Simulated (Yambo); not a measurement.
## ZnS: sweep of GW parameters

G0W0@PBEsol for ZnS (wurtzite, space group P6_3mc, No. 186) in Yambo. Reference settings: 6×6×2 Γ-centred k mesh, bands 9 to 156 and a 8 Ry block in the screening, 156 bands in G with the Bruneval-Gonze terminator, plasmon pole fitted at 27.2 eV. The PBEsol gap Γ → Γ on this mesh is 2.16 eV; G0W0 gaps are taken between the same points.

```json
[
 {"change from the reference": "reference settings", "G0W0 gap Γ → Γ (eV)": "3.52", "shift of the valence edge (eV)": "-0.93", "rough Yambo cost": "1"},
 {"change from the reference": "103 bands in W, 103 bands in G", "G0W0 gap Γ → Γ (eV)": "3.55", "shift of the valence edge (eV)": "-0.86", "rough Yambo cost": "within a factor of two"},
 {"change from the reference": "78 bands in W", "G0W0 gap Γ → Γ (eV)": "3.58", "shift of the valence edge (eV)": "-0.82", "rough Yambo cost": "within a factor of two"},
 {"change from the reference": "no terminator", "G0W0 gap Γ → Γ (eV)": "3.47", "shift of the valence edge (eV)": "-0.81", "rough Yambo cost": "–"}
]
```

The reference isn't shown to be the converged limit. Costs are rough (shared machines), scaled to the same edge states, and given only for runs that recompute the screening.

Geometry relaxed with PBEsol; primitive cell a = b = 3.7820 Å, c = 6.2040 Å, α = β = 90.00°, γ = 120.00°.

A shift is the quasiparticle energy of the state minus its PBEsol energy.
